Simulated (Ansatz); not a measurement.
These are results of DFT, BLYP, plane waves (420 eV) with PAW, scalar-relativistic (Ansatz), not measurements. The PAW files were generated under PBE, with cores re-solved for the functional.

An element in the simple cubic structure gives this curve. The cell is scaled uniformly from the relaxed one, with fractional coordinates and shape fixed. Energies are extrapolated to zero smearing, pressures are those at the given smearing. Magnetic state: spin not included.

```
V (Å³/atom)  E − E₀ (meV/atom)  P (GPa)
     18.540              129.5    19.12
     19.382               51.1    11.28
     20.225               10.4     4.91
     21.068                0.2    -0.27
     21.910               14.8    -4.48
     22.753               49.5    -7.91
     23.596              100.6   -10.69
```

Problem. Which element is it?
A. silver
B. gallium
C. tungsten
D. niobium

Solution. D. Its fit is V₀ = 20.96 Å³/atom, B₀ = 120 GPa, B₀′ = 4.2.
